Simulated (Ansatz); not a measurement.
Ba2Cd (MoSi2 or CaC2 type, I4/mmm), the program Ansatz at the PBE level (PAW), all energies at zero smearing, with the estimated change up to a 700 eV cutoff added, with one set of potentials and settings (totals compare only within such a set). Cell of 3 atoms (1 Cd, 2 Ba): -20154.266 eV.

| element | reference phase | E (eV/atom) |
|---|---|---|
| Cd | P6_3/mmc, 2 atoms in the cell | -8254.4547 |
| Ba | Im-3m, 1 atoms in the cell | -5949.5401 |

Formation energy per atom, worked out: (-20154.266 − 1×(-8254.4547) − 2×(-5949.5401))/3 = -0.244 eV/atom (-23 kJ per mol of atoms), at 0 K, without zero-point energy or fitted corrections.

The workflow started from an entry of the Crystallography Open Database (COD). Whether it is the stable phase at ambient conditions was not checked. The PBE relaxation kept the symmetry of its start; whether a distortion lowers the energy is not shown. The references are the lowest solids computed at this level, not always the standard phases. Spin–orbit coupling is left out wherever it is not named.

Potentials: the later of the program's two PAW sets.
